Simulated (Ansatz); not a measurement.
KSn₂O₂:
```
CELL_PARAMETERS angstrom
      3.83769     0.00000     0.00000
      0.00000     3.83769     0.00000
      0.00000     0.00000     8.76217
ATOMIC_POSITIONS crystal
  Sn 0.00000 0.50000 0.13335
  Sn 0.50000 0.00000 0.86665
  O  0.50000 0.50000 0.00000
  O  0.00000 0.00000 0.00000
  K  0.00000 0.00000 0.50000
```

Relaxed with PBE+D3(BJ). Special points in fractions of this cell's reciprocal vectors: Γ (0.000, 0.000, 0.000); X (0.000, 0.500, 0.000); M (0.500, 0.500, 0.000); Z (0.000, 0.000, 0.500); R (0.000, 0.500, 0.500); A (0.500, 0.500, 0.500).

### Question
List the band energies nearest the Fermi level at these points for PBE+D3(BJ) in the plane-wave PAW code Ansatz.

### Answer
In eV from the Fermi level; about four levels below and three above (degenerate sets whole), none deeper than 8.9 eV; points with the same levels are listed once.

```tsv
k	below	above
Γ	-4.09 -4.09 -2.68 -1.23	0.64 1.84 2.85 2.85
X	-5.64 -3.30 -3.26 -0.12	0.07 1.89 1.95
M	-3.46 -3.46 -3.38 -3.38 -0.08	0.05 2.31 2.40
Z	-4.09 -4.09 -3.24 -0.40	0.54 1.43 2.87
R	-3.26 -3.22 -0.16 -0.11	2.09 2.22 3.40
A	-3.46 -3.46 -3.37 -3.37	0.41 0.49 0.71
```

Space group P-4m2. The cell is a constructed one: a structure type filled with these elements; neither database checked (COD, Materials Project) lists it. Whether it is the stable phase at ambient conditions was not checked. The cell was relaxed with PBE+D3(BJ) under the symmetry of its start; of distortions, only those at the zone centre were tested. With an odd number of electrons in the cell and no spin polarisation, the count alone makes it a metal. Scalar-relativistic: spin–orbit coupling is off unless named, which matters more the heavier the elements.

Potentials: the later of the program's two PAW sets.
